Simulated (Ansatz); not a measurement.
Ag: energy along a strain

Ag, Fm-3m, a = 4.086 Å (as given, not relaxed at this level: 1.4 GPa). Ansatz: r2SCAN, PAW, 500 eV, Γ-centred 20×20×20 mesh on 1 atom, Gaussian smearing 0.15 eV; no spin polarisation. Cell vectors (Å): 0.000 2.043 2.043; 2.043 0.000 2.043; 2.043 2.043 0.000. The cell is strained by x per cent times the pattern (1 0 0 0 0 0) in the order xx yy zz yz xz xy (engineering shears), with fractional coordinates held. y is the free energy over the start, V0 = 17.057 Å³/atom.

| x (%) | y (meV/atom) |
| --- | --- |
| -4.00 | 18.71 |
| -3.00 | 11.48 |
| -2.00 | ? |
| -1.00 | 2.25 |
| 0.00 | 0.00 |
| 1.00 | -0.78 |
| 2.00 | -0.20 |
| 3.00 | 1.69 |
| 3.50 | 3.10 |
| 4.00 | 4.81 |

Task: Fit y = c1 x + c2 x² + c3 x³ to the other rows, get the stiffness along the pattern, and predict the missing energy.

Result: Least squares on the rows shown. y = −1.5022 x + 0.73404 x² − 0.014690 x³. The clamped-ion stiffness p·C·p = 2 × 7.340 eV × 160.2 / 17.057 Å³ = 138 GPa, which is C11 in these axes (second derivative at the start, which stands under stress). At x = -2.00 the fit asked for gives 6.06 meV/atom. The run gave 6.03 meV/atom, so the fit is 0.03 meV/atom too high, a small miss on the scale of the series.